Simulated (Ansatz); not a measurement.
TiO₂: computed properties

Computed with DFT PBE+U, scalar-relativistic, plane waves, PAW in Ansatz 0.2.0.

Settings: cutoff 420 eV, Γ-centred mesh 6×6×10 on the computed 6-atom cell, Gaussian smearing of 0.02 eV; U_eff Ti 4.00 eV on the d shells (Löwdin-orthogonalised atomic orbitals); no spin polarisation.

The structure is relaxed at this level of theory with its symmetry kept.

Space group P4_2/mnm (No. 136). a = 4.640 Å, b = 4.640 Å, c = 3.007 Å, α = 90.00°, β = 90.00°, γ = 90.00°
```
atom site symmetry x y z
  Ti    2a m.mm  0.0000  0.0000  0.0000
   O    4f m.2m  0.3057  0.3057  0.0000
```

```
Space group                                                                                                                                 : P4_2/mnm (No. 136)
Volume per atom                                                                                                                             : 10.79 Å³
Kohn–Sham band gap                                                                                                                          : 2.26 eV, indirect from Γ to M
Löwdin character of the top 1 eV of the valence band                                                                                        : O 2p 95 %
Löwdin character of the lowest 1 eV of the conduction band                                                                                  : Ti 3d 90 %, O 2p 8 %
Electron masses at the edge by Cartesian direction of the standard setting (m_e; degenerate bands sorted by energy; no spin-orbit coupling) : x: 0.95, 0.95; y: 0.95, 0.95; z: 0.91, 0.91
Hole masses at the edge by Cartesian direction of the standard setting (m_e; degenerate bands sorted by energy; no spin-orbit coupling)     : x: 2.0; y: 2.0; z: 3.2
Bulk modulus                                                                                                                                : 200 GPa
Its pressure derivative                                                                                                                     : 5.1
Bader charges (e)                                                                                                                           : Ti (2 in the cell) 2.41, O (4 in the cell) -1.20
```

A ferromagnetic start lost its moments in a first run, so spin was left out; other magnetic orders weren't tried.

Cost: 11 runs of about 4 core-minutes in all, on Intel Xeon 6975P-C (Granite Rapids) (shared hosts).